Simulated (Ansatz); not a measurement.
Run on hcp Hf (0001), 1 layer: DFT, PBE, PAW with Ansatz's default frozen-core files, scalar-relativistic (Ansatz 0.2.0).

The slab is cut from a bulk crystal relaxed on PAW files (its atoms may have been relaxed since).

Command: `ansatz run input.yaml --threads 1 --pin off --max-ram 3584MiB --backend cpu --events-out ev --progress --plain --runs-dir out` It took 2.4 s on 1 thread of Intel(R) Xeon(R) 6975P-C (Granite Rapids) (shared host), peak memory 0.43 GiB.

```yaml
crystal:
  lattice:
    - [3.2032284312, 0.0, 0.0]
    - [-1.6016142156, 2.7740771955, 0.0]
    - [0.0, 0.0, 16.0]
  atoms:
    - { symbol: Hf, position: [0.0, 0.0, 0.5] }
kpoints:
  mp_grid: { grid: [12, 12, 1] }
scf:
  occupations: { method: fermi_dirac, width: 0.1 }
hamiltonian:
  xc: pbe
  pseudopotentials: { kind: paw }
output:
  forces: true
  stress: true
  eigenvalues: true
  populations: true
efield:
  axis: 3
  amplitude: 0
  dipole_correction: true
```

Output:

```
Engine: ansatz 0.2.0
Pseudopotentials: kind: paw
Pseudopotential: Hf, paw, valence charge 26, recommended cutoff 420 eV (normal), Hf.paw.azcp
Functional definition: PBE
  parameter kappa = 0.804
  parameter beta = 0.06672455060314922
  exchange = pbe_x(kappa = kappa, mu = beta*pi^2/3)
  correlation = pbe_c(beta = beta)
Crystal: 1 atoms, lattice volume = 142.176 Å³
Basis set: ecut = 420 eV, 2825 PW (Γ), exchange–correlation on 48×48×216 points (8 copies of the dense FFT grid, shifted against one another)
Bands: 17, of which v1, the nominal top of the filled ones, is band 13 counted from 1 (12 counted from 0)
Symmetry: 12 space group operations
k-points: 19 of 144
Non-local potential: Hf, projectors of the file, l = 0: 3, l = 1: 2, l = 2: 2, l = 3: 3
PAW form: soft (Blöchl's): semilocal exchange-correlation on the pseudo side does not see the compensation charge
PAW one-centre angular grid: Hf, 590 points (default); XC on 64 Gauss nodes
Initial density: superposition of atomic densities (neutral atoms: chi_scale 0, normalization atom), corrected by the library's trained network
Initial wavefunctions: pseudopotential atomic-orbital guess
Functional: x = pbe(κ = 0.804, μ = 0.2195149727645171), c = pbe(β = 0.06672455060314922)
SCF iter   1: F=—  HF=-15719.000660 eV  |F-HF|=—  |Δ(HF+E_count)|=         —  Δρ=5.12e-3  dr2=4.52e-2  ethr=1.77e-3  p=0.000 e·Å  D=1.31e-13 V/Å  ΔV_dip=-0.00 eV  dr2_dipole=2.80e-10  V_vac-E_F(+/−)=3.98/3.97 eV  ⟨swp⟩=4.7  Hψ=1409  notcnv=0
efield: sawtooth ramp at fractional position 0.9500 (placed from the atoms, in the widest stretch of the axis that holds none; the zero of the levels goes with the place), width 0.1000; the density the first Hamiltonian is built on has a dipole p = 0.000 e·Å; the dipole correction subtracts the counter field D = 1.31e-13 V/Å, which shifts the + side's vacuum level by -0.00 eV against the − side's; the planar-averaged density in the ramp window peaks in size at 7.7e-5 e/Å³
preconditioner: auto → LDOS  [metal: Δε(μ)=0.037 eV  Ē_g=12.254 eV  σ=0.100 eV  W_gap=0.09  n_scr=10 (ndim 8)  ℏωp=13.2 eV  f_vac=0.719  D(μ)=3.68/eV (n_scr^D=10)  β→1.0]
SCF iter   2: F=—  HF=-15718.995471 eV  |F-HF|=—  |Δ(HF+E_count)|=   5.19e-3  Δρ=2.24e-3  dr2=6.33e-3  ethr=1.74e-4  p=0.000 e·Å  D=2.08e-6 V/Å  ΔV_dip=-0.00 eV  dr2_dipole=2.16e-9  V_vac-E_F(+/−)=4.13/4.13 eV  ⟨swp⟩=2.0  Hψ=581  notcnv=0
SCF iter   3: F=—  HF=-15718.996491 eV  |F-HF|=—  |Δ(HF+E_count)|=   1.02e-3  Δρ=7.42e-4  dr2=1.03e-3  ethr=2.43e-5  p=-0.000 e·Å  D=-1.32e-6 V/Å  ΔV_dip=0.00 eV  dr2_dipole=5.54e-10  V_vac-E_F(+/−)=4.12/4.12 eV  ⟨swp⟩=2.1  Hψ=617  notcnv=0
SCF iter   4: F=—  HF=-15718.996638 eV  |F-HF|=—  |Δ(HF+E_count)|=   1.47e-4  Δρ=3.04e-4  dr2=1.40e-4  ethr=3.97e-6  p=-0.000 e·Å  D=-8.99e-7 V/Å  ΔV_dip=0.00 eV  dr2_dipole=4.61e-11  V_vac-E_F(+/−)=4.14/4.14 eV  ⟨swp⟩=2.2  Hψ=573  notcnv=0
SCF iter   5: F=—  HF=-15718.996516 eV  |F-HF|=—  |Δ(HF+E_count)|=   1.22e-4  Δρ=1.02e-4  dr2=9.18e-6  ethr=5.40e-7  p=-0.000 e·Å  D=-9.68e-7 V/Å  ΔV_dip=0.00 eV  dr2_dipole=5.19e-13  V_vac-E_F(+/−)=4.14/4.14 eV  ⟨swp⟩=2.1  Hψ=578  notcnv=0
SCF iter   6: F=—  HF=-15718.996540 eV  |F-HF|=—  |Δ(HF+E_count)|=   2.36e-5  Δρ=1.61e-5  dr2=3.27e-7  ethr=3.53e-8  p=-0.000 e·Å  D=-5.90e-7 V/Å  ΔV_dip=0.00 eV  dr2_dipole=1.15e-11  V_vac-E_F(+/−)=4.15/4.15 eV  ⟨swp⟩=2.0  Hψ=374  notcnv=0
SCF iter   7: F=-15718.996540 eV  HF=-15718.996540 eV  |F-HF|=2.17e-8  |Δ(HF+E_count)|=   6.43e-7  Δρ=2.34e-6  dr2=1.92e-8  ethr=3.85e-10  p=0.000 e·Å  D=7.85e-9 V/Å  ΔV_dip=-0.00 eV  dr2_dipole=3.77e-11  V_vac-E_F(+/−)=4.15/4.15 eV  ⟨swp⟩=6.9  Hψ=1631  notcnv=0
SCF 1 converged in 7 iterations: F = -15718.996540 eV  dr2 = 1.92e-8
  greatest PAW one-centre occupation: 0.998 electrons in one spin orbital (limit 2), on the Hf atom at site 0 (counted from 0), in its partial waves of l = 0
SCF converged after 7 iterations
Free energy (F): -15718.996540 eV
Harris-Foulkes:  -15718.996540 eV  (|F-HF|=2.17e-8)
Internal energy: -15718.876454 eV  (E = F + TS)
E sigma→0 (E₀):  -15718.936497 eV
Entropy (-TS):   -0.120086 eV (-120.086 meV/atom)
Fermi energy:    -0.175053 eV
Dipole field:    D = -0.000010 V/Å  (p = -0.000008 e·Å, saw-weighted, corrected)
Work function:   Φ+ = 4.1492 eV   Φ− = 4.1491 eV
Levels:          The Fermi level and band energies are counted from a zero that moves with the ramp; work functions are not
--- Per-component energies (eV) ---
  E_band       = -497.014374
  E_kinetic    = 419.359183
  E_local      = -20055.792856  (includes V_loc(G=0)·N_el)
  E_nonlocal   = -1245.173692
  E_hartree    = 9610.548534
  E_xc         = -296.725242
  E_vxc        = -261.621241  (∫ρ·V_xc dr)
  E_paw        = -6926.302749  (= ΣΔE_a)
  E_vpaw       = 1425.095446  (= ΣTr[D̂ρ^β])
  E_aug_tail   = -0.000001  (compensation charges beyond the density's cutoff)
  E_efield     = 0.000000  (sawtooth field / dipole correction)
  E_vefield    = 0.000000  (∫n·V_field dr)
  E_ewald      = 2775.210369
  E_smearing   = -0.120086  (= −TS)
  E_closure    = 0.000000  (closes the sum)
  Σ components = -15718.996540   (vs F -15718.996540, Δ=0.00e0)
--- Forces (eV/Å), atoms counted from 1 ---
  atom   1  Hf     0.00000000    -0.00000000     0.00000752
  max |Σ_I F_I| component: 7.52e-6 eV/Å
--- Stress (GPa, compression-positive) ---
       -3.485400       0.000000      -0.000000
        0.000000      -3.485400      -0.000000
       -0.000000      -0.000000       0.000217
  P = ⅓ Tr σ = -2.3235 GPa (-23.235 kbar)
--- Band table (eV; the first three rows and the last of 19) ---
  k-point 0: bands = ["-62.7293", "-31.5531", "-30.9763", "-30.9763", "-12.7649", "-12.7123", "-12.7123", "-12.6744", "-12.6735", "-12.6735", "-12.6015", "-5.2987", "-0.2042", "0.0806", "1.3000", "1.3000", "3.6003"]
  k-point 1: bands = ["-62.7271", "-31.5484", "-31.0127", "-30.9848", "-12.7635", "-12.7145", "-12.7127", "-12.6737", "-12.6722", "-12.6714", "-12.6052", "-5.0814", "-0.0972", "0.0461", "1.0826", "1.4905", "3.4791"]
  k-point 2: bands = ["-62.7210", "-31.5354", "-31.1110", "-31.0078", "-12.7599", "-12.7203", "-12.7141", "-12.6742", "-12.6686", "-12.6630", "-12.6150", "-4.4671", "-0.0789", "0.1676", "0.6335", "2.0479", "3.3683"]
  k-point 18: bands = ["-62.6917", "-31.4727", "-31.3427", "-31.3427", "-12.7412", "-12.7323", "-12.7323", "-12.6648", "-12.6648", "-12.6616", "-12.6204", "-0.2041", "-0.2041", "0.3311", "0.3311", "1.7136", "5.4707"]
--- Löwdin populations: 1 site ---
  site symbol       q [e]
     0     Hf     25.9040
  spilling = 0.003693 (of n_electrons = 26.000000)
```

populations.tsv:

```
# site	symbol	l	j	q
# orbitals = lowdin
# n_electrons = 26.000000
# spilling = 0.003693
0	Hf	0_5S	-	1.976217
0	Hf	0_6S	-	1.053493
0	Hf	1_5P	-	5.983471
0	Hf	2_5D	-	2.892595
0	Hf	3_4F	-	13.998196
```

Next run (no images along the normal), as changes to the input before:

```diff
+  periodic: [true, true, false]
 kpoints:
   eigenvalues: true
-  populations: true
-efield:
-  axis: 3
-  amplitude: 0
-  dipole_correction: true
+  write_density: true
+  write_potential: true
+  elf: true
+  volumetric_format: npy
```

Results part of the output:

```
Warning: crystal.periodic: the lattice vector that does not repeat stood 0.000° off the slab's normal, 16.000 Å along it as the deck builds it. The run solves the slab on a vector along the normal, 23.800 Å long, with every atom where it was (on the deck's vector they left 16.00 Å outside them, and the widest stretch free of ions among them is 0.00 Å). A fractional position that the run reports is
SCF 1 converged in 7 iterations: F = -15718.996539 eV  dr2 = 2.15e-8
  Residual-converged pass: ⟨swp⟩=1.1  Hψ=400  notcnv=0  max |occ|·‖R‖ = 7.1e-9 eV (tolerance 1.0e-8 eV)  dr2=2.15e-8  dr2_onsite=4.26e-8  max |Δocc| = 1.7e-10
  greatest PAW one-centre occupation: 0.998 electrons in one spin orbital (limit 2), on the Hf atom at site 0 (counted from 0), in its partial waves of l = 0
WARN: The input density's exchange-correlation potential varies sharply where the density is thin. Do not read a vacuum level from v_tot or v_xc, or from such a field of the output density. On a cell that repeats whose density bears no net charge and no dipole along the vacuum's axis use v_es (v_loc + v_h of the components); under efield.dipole_correction with no amplitude use v_es + v_field, which holds any external_charges[].barrier, or the levels of the report's work_function block, which leave it out; under a non-zero efield.amplitude the vacuum is tilted and has no level; on a cell that repeats and bears such a dipole with no correction it is tilted too, and efield.dipole_correction with no amplitude gives each side of its ramp a level where efield: is served; in a cell that repeats whose density bears a net charge (total_charge, or a fill off its count) it is curved and has none; of a slab under crystal.periodic whose density bears no net charge use v_es, which has a level on each side, short of where the two are joined; of another it falls or rises all the way out and has none; of a slab beside external_charges read slab_vacuum_level instead, which it has where they leave it neutral. The grid or the basis barely resolves most such structure, and the values can differ between equally converged runs; as a rule a tighter scf.convergence.dr2_threshold does not remove it. Where the density itself ripples (under the LDA too) a higher basis.ecutwfc lessens it. The files hold the spikes' plane waves up to the density's cutoff. Files: v_tot and the like, and their columns of v_z.tsv (output.write_potential); v_xc and the like, and their columns of v_comp_z.tsv (output.write_potential_components); where files of the output density stand in their place, no point of their own thin density is over the threshold below, and this is of outcome.potential() and, of a run that writes arrays (npy), the arrays of these names. Measured: with its Gaussian average of σ = 0.25 Å subtracted twice, the exchange-correlation potential is over 0.1 eV at 103 of the grid points where the equally averaged density (valence and model cores) is under 1e-3 e/Å³, and 0.177 eV at the most among them, at an averaged density of 9.1e-9 e/Å³. See output.write_potential in the manual, Limitations
SCF converged after 7 iterations
[... lines left out ...]
  P = ½ c Tr σ = -5.5766 N/m
--- Band table (eV; the first three rows and the last of 19) ---
  k-point 0: bands = ["-66.7033", "-35.5271", "-34.9503", "-34.9503", "-16.7392", "-16.6866", "-16.6866", "-16.6487", "-16.6478", "-16.6478", "-16.5759", "-9.2726", "-4.1781", "-3.8933", "-2.6739", "-2.6739", "-0.2991"]
  k-point 1: bands = ["-66.7011", "-35.5223", "-34.9866", "-34.9587", "-16.7378", "-16.6888", "-16.6870", "-16.6480", "-16.6465", "-16.6457", "-16.5796", "-9.0553", "-4.0711", "-3.9278", "-2.8913", "-2.4833", "-0.5085"]
  k-point 2: bands = ["-66.6950", "-35.5093", "-35.0849", "-34.9818", "-16.7342", "-16.6946", "-16.6884", "-16.6485", "-16.6429", "-16.6373", "-16.5893", "-8.4410", "-4.0528", "-3.8062", "-3.3404", "-1.9260", "-0.6126"]
  k-point 18: bands = ["-66.6657", "-35.4466", "-35.3166", "-35.3166", "-16.7155", "-16.7066", "-16.7066", "-16.6391", "-16.6391", "-16.6359", "-16.5947", "-4.1780", "-4.1780", "-3.6428", "-3.6428", "-2.2603", "1.4968"]
```

Spin–orbit coupling is left out, which matters for the heavy atoms.
